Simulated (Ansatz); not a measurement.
# 175Lu NMR of the central transition in LuPO₄

Cell: a COD entry (listed for 573 K), ions relaxed with PBE at fixed cell.

```cif
data_LuPO4
_symmetry_space_group_name_H-M 'I4_1/amd:1'
_symmetry_Int_Tables_number 141
_cell_length_a 6.7989
_cell_length_b 6.7989
_cell_length_c 5.9664
_cell_angle_alpha 90.000
_cell_angle_beta 90.000
_cell_angle_gamma 90.000
loop_
_atom_site_label
_atom_site_type_symbol
_atom_site_symmetry_multiplicity
_atom_site_Wyckoff_symbol
_atom_site_fract_x
_atom_site_fract_y
_atom_site_fract_z
Lu Lu 4 a 0.0000 0.5000 0.2500
P P 4 b 0.0000 0.0000 0.5000
O O 16 h 0.0000 0.1775 0.3371
```

One atom of each set is listed; the run and its k-mesh use a cell of 12 atoms with edges of 5.66, 5.66, 5.66 Å.

Method: Kohn–Sham DFT in Ansatz, PBE, plane waves and PAW (field gradients read without the response of the frozen cores, which leaves them typically 4 to 6 % off), with spin–orbit coupling, 420 eV cutoff, Γ-centred 5×5×5 k-points, Fermi–Dirac smearing 0.02 eV.

175Lu has I = 7/2 and Q = 3490 mb (Pyykkö 2018); at 18.8 T its Larmor frequency is ν₀ = 91.4 MHz (from the bare nuclear moment; shielding lowers the observed one by a per cent or two). Only the quadrupole interaction is simulated: positions count from each site's isotropic chemical shift, and shift anisotropy, dipolar and J coupling are left out.

Problem. Simulate the second-order pattern (static powder, Gaussian broadening 400 kHz) of site Lu (8 O at 2.25–2.35 Å).

Solution. The calculation gives C_Q = -266 MHz and η = 0.00, so ν_Q = 19.0 MHz and the centre of gravity lies at -21676 ppm (-1981 kHz).

offset (kHz), height and a bar:
```
  -7180.0          1 
  -6681.3         83 #########################
  -6182.5        100 ##############################
  -5683.8         63 ###################
  -5185.1         51 ###############
  -4686.3         44 #############
  -4187.6         40 ############
  -3688.9         38 ###########
  -3190.2         36 ##########
  -2691.4         35 ##########
  -2192.7         33 ##########
  -1694.0         33 ##########
  -1195.3         32 ##########
   -696.5         32 #########
   -197.8         31 #########
    300.9         26 ########
    799.6         27 ########
   1298.4         29 ########
   1797.1         31 #########
   2295.8         36 ###########
   2794.6         44 #############
   3293.3         71 #####################
   3792.0         59 ##################
   4290.7          1
```

An axis of threefold or higher order runs through Lu, so V_zz lies along it and η is zero.

With ν_Q/ν₀ up to 0.21, terms beyond second order are no longer negligible.
